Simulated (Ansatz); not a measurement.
The end of the path is a generated cell of Mn: the first start was made by placing the elements on the sites of a structure type, and the end was not matched to a known phase here, so it may be hypothetical.

A geometry of Mn away from equilibrium: the start of the relaxation of a generated cell, Mn built in the AFLOW prototype A_cI16_220_c (as in Li). The numbers are results of PBE (plane waves to 420 eV, PAW, scalar-relativistic; Ansatz, a first-principles code), not measurements. Γ-centred k-mesh 8×8×8 on the run's cell (coarser than for final values), Fermi–Dirac smearing 0.05 eV.

```xyz
8
Lattice="-2.8439 2.8439 2.8439 2.8439 -2.8439 2.8439 2.8439 2.8439 -2.8439" Properties=species:S:1:pos:R:3 pbc="T T T"
Mn     1.1432     1.1432     1.1432
Mn    -1.1432     1.7006     1.1432
Mn     1.7006     1.1432    -1.1432
Mn     1.1432    -1.1432     1.7006
Mn     2.5652     2.5652     2.5652
Mn     0.2787     3.1226    -0.2787
Mn     3.1226    -0.2787     0.2787
Mn    -0.2787     0.2787     3.1226
```
Spin-polarised start, with parallel moments on Mn.

Question: Give the Cartesian forces on all atoms (eV/Å).

Answer: 
```csv
atom,Fx,Fy,Fz
Mn1,0.26,0.26,0.26
Mn2,-0.26,-0.26,0.26
Mn3,-0.26,0.26,-0.26
Mn4,0.26,-0.26,-0.26
Mn5,0.26,0.26,0.26
Mn6,-0.26,-0.26,0.26
Mn7,-0.26,0.26,-0.26
Mn8,0.26,-0.26,-0.26
```

Question: What is the pressure?

Answer: -8.5 GPa, compression positive.

Question: How much energy per atom can still be gained by relaxing?

Answer: 0.16 eV/atom; the path ends in I-43d (No. 220) (AFLOW prototype A_cI16_220_c (as in Li)).

Spin state reached: ferromagnetic (net 0.57 μB/atom), from parallel starting moments; other spin orders were not run from this start.

The run could not lose the symmetry of its start: the end is stationary, and may be a saddle point rather than a minimum.
